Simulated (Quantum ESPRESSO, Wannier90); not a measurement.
**Tight-binding from DFT: AlGaP$_{2}$ (P-4m2)**

Structure: Materials Project mp-1228888, symmetrised, not relaxed again. Not found in the COD (Crystallography Open Database) copy used; not checked further. Method: PBEsol plane waves in Quantum ESPRESSO 7.5 (PseudoDojo norm-conserving files, 64 Ry, no spin polarisation, no spin-orbit coupling), Bloch states on a 8×8×6 mesh through Γ, Wannier90 4.0.1. Density: 8×8×6 mesh, cold smearing 0.01 Ry.

```
begin unit_cell_cart
ang
    3.8654900000    0.0000000000    0.0000000000
    0.0000000000    3.8654900000    0.0000000000
    0.0000000000    0.0000000000    5.4556100000
end unit_cell_cart
mp_grid = 8 8 6
```

Question: Which shells of neighbouring k-points and which b-vectors and weights does Wannier90 pick for this cell and mesh?

Answer: 
```
 *---------------------------------- K-MESH ----------------------------------*
 +----------------------------------------------------------------------------+
 |                    Distance to Nearest-Neighbour Shells                    |
 |                    ------------------------------------                    |
 |          Shell             Distance (Ang^-1)          Multiplicity         |
 |          -----             -----------------          ------------         |
 |             1                   0.191949                      2            |
 |             2                   0.203182                      4            |
 |             3                   0.279513                      8            |
 |             4                   0.287343                      4            |
 |             5                   0.345558                      8            |
 |             6                   0.383898                      2            |
 |             7                   0.406364                      4            |
 |             8                   0.434350                      8            |
       ... (lines left out)
 +----------------------------------------------------------------------------+
 | The b-vectors are chosen automatically                                     |
 | The following shells are used:                       1,  2                 |
 +----------------------------------------------------------------------------+
 |                        Shell   # Nearest-Neighbours                        |
 |                        -----   --------------------                        |
 |                          1               2                                 |
 |                          2               4                                 |
 +----------------------------------------------------------------------------+
 | Completeness relation is fully satisfied [Eq. (B1), PRB 56, 12847 (1997)]  |
 +----------------------------------------------------------------------------+
 |                  b_k Vectors (Ang^-1) and Weights (Ang^2)                  |
 |                  ----------------------------------------                  |
 |            No.         b_k(x)      b_k(y)      b_k(z)        w_b           |
 |            ---        --------------------------------     --------        |
 |             1         0.000000    0.000000    0.191949    13.570611        |
 |             2         0.000000    0.000000   -0.191949    13.570611        |
 |             3         0.000000    0.203182    0.000000    12.111539        |
 |             4         0.203182    0.000000    0.000000    12.111539        |
 |             5         0.000000   -0.203182    0.000000    12.111539        |
 |             6        -0.203182    0.000000    0.000000    12.111539        |
```
